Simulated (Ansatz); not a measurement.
Rb$_{2}$YAgF$_{6}$:
```xyz
10
Lattice="0.0000 4.5525 4.5525 4.5525 0.0000 4.5525 4.5525 4.5525 0.0000" Properties=species:S:1:pos:R:3 pbc="T T T"
Rb     6.8288     6.8288     6.8288
Rb     2.2763     2.2763     2.2763
Y      4.5525     4.5525     4.5525
Ag     0.0000     0.0000     0.0000
F      2.3988     4.5525     4.5525
F      6.7063     4.5525     4.5525
F      4.5525     2.3988     4.5525
F      4.5525     6.7063     4.5525
F      4.5525     4.5525     2.3988
F      4.5525     4.5525     6.7063
```

Relaxed with r²SCAN.

Question: Give the Bader charges and basin volumes of the independent atoms, DFT-r²SCAN in the program Ansatz with PAW potentials.

Answer: 

```json
[
 {"atom": "Rb1", "Bader charge (e)": "+0.92", "Bader volume (Å³)": "27.8"},
 {"atom": "Y3", "Bader charge (e)": "+2.34", "Bader volume (Å³)": "12.0"},
 {"atom": "Ag4", "Bader charge (e)": "+0.79", "Bader volume (Å³)": "18.9"},
 {"atom": "F5", "Bader charge (e)": "-0.83", "Bader volume (Å³)": "17.1"}
]
```

Space group Fm-3m. The first step of the workflow began from a Materials Project structure, measured or hypothetical; the Crystallography Open Database copy checked does not list it. Its standing as an ambient phase is unchecked. The r²SCAN relaxation kept the symmetry of its start; whether a distortion lowers the energy is not shown. No spin polarisation was allowed.

Potentials: the later of the program's two PAW sets.
